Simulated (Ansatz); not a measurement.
Na: eigenvalues along the path

```
Na
1.0
    -2.09633    2.09633    2.11750
     2.09633   -2.09633    2.11750
     2.09633    2.09633   -2.11750
Na
1
Direct
  0.00000 0.00000 0.00000
```

The geometry is COD entry 9011002, unchecked; take it as a test cell. The listed cell was then made from it by scaling, straining or moving an atom.

Level of theory: DFT, PBEsol, all-electron LAPW, scalar-relativistic in Ansatz 0.2.0.

The runs use a Γ-centred 11×11×11 k mesh, Fermi–Dirac smearing of 0.03 eV, basis error target 0.5 meV/atom, no spin polarisation.

Path points, in fractions of the reciprocal vectors: Γ (0.000, 0.000, 0.000), X (0.000, 0.000, 0.500), P (0.250, 0.250, 0.250), N (0.000, 0.500, 0.000), M (0.500, 0.500, -0.500), S (0.495, 0.505, -0.495), S0 (-0.495, 0.495, 0.495). Levels in eV from the Fermi level; bands 5 to 7, counted from the lowest band of the run. The gap is zero.

```
# k(1/Å) point b5 b6 b7
0.000 Γ -3.28 11.63 11.63
0.212 - -3.10 9.83 10.69
0.424 - -2.57 7.25 9.58
0.636 - -1.71 4.90 8.75
0.848 - -0.52 2.82 8.25
1.060 X 0.76 1.24 8.08
1.208 - 0.83 1.32 7.01
1.356 - 1.06 1.57 5.71
1.505 - 1.45 1.95 4.55
1.653 - 1.99 2.41 3.54
1.802 P 2.68 2.68 2.69
1.951 - 1.98 2.40 3.56
2.101 - 1.43 1.92 4.59
2.251 - 1.03 1.53 5.78
2.401 - 0.80 1.28 7.11
2.551 N 0.72 1.20 8.21
2.762 - -0.55 2.76 8.37
2.973 - -1.73 4.82 8.87
3.183 - -2.58 7.15 9.68
3.394 - -3.10 9.71 10.78
3.605 Γ -3.28 11.63 11.63
3.902 - -2.93 9.61 9.61
4.199 - -1.91 7.54 7.55
4.495 - -0.25 5.87 6.08
4.792 - 1.99 4.87 5.21
5.089 M 4.45 4.53 4.75
5.092 - 4.45 4.53 4.75
5.095 - 4.45 4.53 4.75
5.098 - 4.44 4.52 4.75
5.101 - 4.44 4.52 4.75
5.104 S 4.44 4.51 4.75
5.521 - 2.09 2.63 5.52
5.939 - 0.87 1.36 7.26
6.356 - 0.87 1.36 7.26
6.774 - 2.09 2.63 5.52
7.191 S0 4.44 4.51 4.75
7.488 - 1.98 4.84 5.07
7.785 - -0.25 5.87 5.97
8.082 - -1.91 7.48 7.58
8.378 - -2.93 9.57 9.73
8.675 Γ -3.28 11.63 11.63
```
